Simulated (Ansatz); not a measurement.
# ⁴¹K NMR of the central transition in K2PH3SeO8

Cell: a computed structure from the Materials Project (it need not be an observed phase), atoms as given.

```cif
data_K2PH3SeO8
_symmetry_space_group_name_H-M 'Pc'
_symmetry_Int_Tables_number 7
_cell_length_a 7.3957
_cell_length_b 7.6028
_cell_length_c 9.7047
_cell_angle_alpha 90.000
_cell_angle_beta 128.871
_cell_angle_gamma 90.000
loop_
_atom_site_label
_atom_site_type_symbol
_atom_site_symmetry_multiplicity
_atom_site_Wyckoff_symbol
_atom_site_fract_x
_atom_site_fract_y
_atom_site_fract_z
K1 K 2 a 0.9991 0.9444 0.9988
K3 K 2 a 0.7863 0.4514 0.0824
H5 H 2 a 0.3539 0.7365 0.7549
H7 H 2 a 0.2676 0.7501 0.3957
H9 H 2 a 0.5025 0.6770 0.1837
P P 2 a 0.2343 0.4616 0.0407
Se Se 2 a 0.5366 0.9524 0.0328
O15 O 2 a 0.4843 0.5387 0.1886
O17 O 2 a 0.5413 0.8627 0.1944
O19 O 2 a 0.2778 0.9499 0.3852
O21 O 2 a 0.2348 0.6172 0.3892
O23 O 2 a 0.2062 0.6997 0.6288
O25 O 2 a 0.5702 0.2124 0.4342
O27 O 2 a 0.7529 0.9049 0.6229
O29 O 2 a 0.0397 0.4084 0.4596
```

One atom of each set is listed.

The numbers come from a DFT calculation in Ansatz (PBE, plane waves and PAW, scalar-relativistic, 420 eV cutoff, Γ-centred 4×3×3 k-points, Fermi–Dirac smearing 0.02 eV).

⁴¹K has I = 3/2 and Q = 73.40 mb (Pyykkö 2018); at 7.05 T its Larmor frequency is ν₀ = 7.7 MHz. Only the quadrupole interaction is simulated: positions count from each site's isotropic chemical shift, and shift anisotropy, dipolar and J coupling are left out.

Task: Give C_Q, η, the quadrupolar product P_Q = |C_Q|(1 + η²/3)^½, the second-order isotropic shift and the breadth of the pattern (static powder) for each K site.

Result: 

```csv
site,first shell,C_Q (MHz),η,P_Q (MHz),δ_QIS (ppm),breadth (kHz)
K1,9 O at 2.75–3.24 Å,-1.99,0.23,2.00,-1692,80.2
K3,9 O at 2.77–3.29 Å,-2.37,0.28,2.40,-2430,119
```

δ_QIS = −(ν_Q²/30ν₀²)[I(I+1) − 3/4](1 + η²/3) × 10⁶ ppm with ν_Q = 3|C_Q|/[2I(2I−1)]; it falls as 1/B₀² in ppm, and the breadth as 1/B₀ in kHz.

With ν_Q/ν₀ up to 0.15, terms beyond second order are no longer negligible.

The largest force is 0.3 eV/Å, so the atoms aren't at the calculated equilibrium and relaxing them would move these values.
